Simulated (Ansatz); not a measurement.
BaHfO₃ (cubic perovskite, Pm-3m) at seven volumes, DFT-PBEsol in the program Ansatz with PAW potentials, scaled uniformly. One row is withheld.

```
V (Å³/atom)  P (GPa)
-----------  -------
13.084         19.64
13.516         12.00
13.947          5.51
14.378          0.00
14.810         -4.68
15.241             ?
15.673        -12.05
```

Q: Fit the shown pressures and predict the withheld one.

A: Third-order Birch–Murnaghan: P = (3/2)B₀(x^(7/2) − x^(5/2))[1 + (3/4)(B′ − 4)(x − 1)] with x = (V₀/V)^(2/3). Least squares on the six rows gives V₀ = 14.379 Å³/atom, B₀ = 169.0 GPa, B′ = 4.41. At V = 15.241, x = 0.9619 and P = -8.66 GPa. The run itself gave -8.66 GPa.

The PBEsol relaxation kept the symmetry of its start. No spin polarisation was allowed. Spin–orbit coupling is left out wherever it is not named.

Potentials: the earlier of the program's two PAW sets. The files were generated under PBE; for other functionals the program regenerates the frozen cores, and for LDA and PBEsol the local potential too.
